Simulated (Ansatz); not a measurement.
The start is a generated cell, Ni built in the beta-W structure type. The structure is fully relaxed (lattice and positions, P = 0) with PBEsol (plane waves to 420 eV, PAW, scalar-relativistic; Ansatz, a program for electronic structure). The first steps use a coarse 7×7×7 k-mesh.

Initial structure:
```yaml
crystal:
  lattice:
    - [4.46429, 0.00000, 0.00000]
    - [0.00000, 4.46429, 0.00000]
    - [0.00000, 0.00000, 4.46429]
  atoms:
    - { symbol: Ni, position: [0.25000, 0.00000, 0.50000] }
    - { symbol: Ni, position: [0.75000, 0.00000, 0.50000] }
    - { symbol: Ni, position: [0.00000, 0.50000, 0.25000] }
    - { symbol: Ni, position: [0.00000, 0.50000, 0.75000] }
    - { symbol: Ni, position: [0.50000, 0.25000, 0.00000] }
    - { symbol: Ni, position: [0.50000, 0.75000, 0.00000] }
    - { symbol: Ni, position: [0.00000, 0.00000, 0.00000] }
    - { symbol: Ni, position: [0.50000, 0.50000, 0.50000] }
```
Spin-polarised start, with parallel moments on Ni.

* **Outcome**: The space group stays Pm-3n (No. 223) (the run could not lower it), with 8 atoms in the primitive magnetic cell
* **Shortest distances (start → end)**: The closest pairs of elements (up to four, under 3.6 Å), start → end: Ni–Ni 2.23 → 2.20 Å
* **Band gap at the end**: zero (metallic)
* **Optimiser moves**: 4

Relaxed structure:

```cif
data_Ni8
_chemical_formula_sum 'Ni8'
_space_group_name_H-M_alt 'Pm-3n'
_space_group_IT_number 223
_space_group_name_Hall '-P 4n 2 3'
_cell_length_a 4.39723
_cell_length_b 4.39723
_cell_length_c 4.39723
_cell_angle_alpha 90.000
_cell_angle_beta 90.000
_cell_angle_gamma 90.000
loop_
_atom_site_label
_atom_site_type_symbol
_atom_site_symmetry_multiplicity
_atom_site_Wyckoff_symbol
_atom_site_fract_x
_atom_site_fract_y
_atom_site_fract_z
_atom_site_occupancy
Ni1 Ni 6 c 0.00000 0.50000 0.25000 1
Ni2 Ni 2 a 0.00000 0.00000 0.00000 1
```

Final values are on a 11×11×11 k-mesh of the relaxed cell. Spin state reached: ferromagnetic (net 0.58 μB/atom), from parallel starting moments; other spin orders were not run from this start.

The run could not lose the symmetry of its start: the end is stationary, and may be a saddle point rather than a minimum.

All atoms sit on sites fixed by symmetry, so only the cell could relax.

The relaxed structure here is a generated cell of Ni: the first start was made by placing the elements on the sites of a structure type, and the end was not matched to a known phase here, so it may be hypothetical. Known forms of Ni include space group No. 225.
